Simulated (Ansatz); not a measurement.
Re:
```yaml
crystal:
  lattice:
    - [-1.54261, 1.54261, 1.54261]
    - [1.54261, -1.54261, 1.54261]
    - [1.54261, 1.54261, -1.54261]
  atoms:
    - { symbol: Re, position: [0.00000, 0.00000, 0.00000] }
```

Relaxed with PBEsol. Special points in fractions of this cell's reciprocal vectors: Γ (0.000, 0.000, 0.000); H (0.500, -0.500, 0.500); N (0.000, 0.000, 0.500); P (0.250, 0.250, 0.250).

List the band energies nearest the Fermi level at these points for plane-wave PAW PBEsol (Ansatz code).

In eV from the Fermi level; about four levels below and three above (degenerate sets whole), none deeper than 8.9 eV; … stands for higher levels left out; points with the same levels are listed once.

```csv
k,below,above
Γ,-2.69 -2.69 -2.69,0.80 0.80 …
H,-7.17 -7.17,3.67 3.67 3.67
N,-7.54 -4.97,0.01 0.70 1.60
P,-4.21 -4.21 -4.21,1.75 1.75 6.09
```

Space group Im-3m (bcc (W type)). The start of the workflow was typed in or built on a structure type; the Crystallography Open Database copy checked does not list it. It is not the phase usual at ambient conditions (space group No. 194). The cell keeps a stress of up to 0.2 GPa. The cell was relaxed with PBEsol under the symmetry of its start. At this level the phase is mechanically unstable. The run is not spin-polarised. Spin–orbit coupling is left out wherever it is not named.

Potentials: the later of the program's two PAW sets.
